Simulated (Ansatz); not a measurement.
RbCl:
```yaml
crystal:
  lattice:
    - [3.88706, 0.00000, 0.00000]
    - [0.00000, 3.88706, 0.00000]
    - [0.00000, 0.00000, 3.88706]
  atoms:
    - { symbol: Rb, position: [0.00000, 0.00000, 0.00000] }
    - { symbol: Cl, position: [0.50000, 0.50000, 0.50000] }
```

The program Ansatz at the PBEsol level (PAW) gives a gap of 4.94 eV without spin–orbit coupling, maximum at M, minimum at Γ.

Q: What happens when spin–orbit coupling is switched on?

A: The gap is nearly the same, to 4.94 eV; maximum at M, minimum at Γ.

Q: Give the electron effective mass with spin–orbit coupling.

A: 0.36 mₑ (isotropic).

Q: Give the hole effective mass with spin–orbit coupling.

A: 0.59, 4.2, 4.2 mₑ (principal values).

Space group Pm-3m (CsCl type). The first step of the workflow began from a Materials Project structure, measured or hypothetical; the Crystallography Open Database files this formula in space group No. 221, but the cells were not matched. It is not the phase usual at ambient conditions (space group No. 225). Symmetry was held in the PBEsol relaxation; whether a distortion lowers the energy is not shown.

Potentials: the later of the program's two PAW sets.
